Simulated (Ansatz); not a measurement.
Input:

Si (diamond)

```
CELL_PARAMETERS angstrom
      0.00000     2.72203     2.72203
      2.72203     0.00000     2.72203
      2.72203     2.72203     0.00000
ATOMIC_POSITIONS crystal
  Si 0.50000 0.50000 0.50000
  Si 0.75000 0.75000 0.75000
```

E(V) scan at fixed shape, V₀ the volume above. Symmetry pins the atoms to their sites.

Calculation: r2SCAN (plane waves to 500 eV, PAW, scalar-relativistic; Ansatz, an electronic-structure program). k mesh 10×10×10 (Γ-centred), Fermi-Dirac smearing 0.05 eV. The energy includes the smearing's −TS. Compression counts positive. Si was relaxed with its symmetry unable to fall. The PAW data are Ansatz's earlier set. The zero of ΔE is the relaxed starting cell.

The scan covers V/V₀ from 0.840 to 1.160 in 9 points.

Problem. What is the fitted pressure derivative B₀′?

Solution. 4.2.

Problem. What bulk modulus B₀ follows from a third-order Birch-Murnaghan fit?

Solution. 96.6 GPa.

(A scan under strain: stresses follow from slopes of the energy per volume, elastic moduli from its curvatures.)
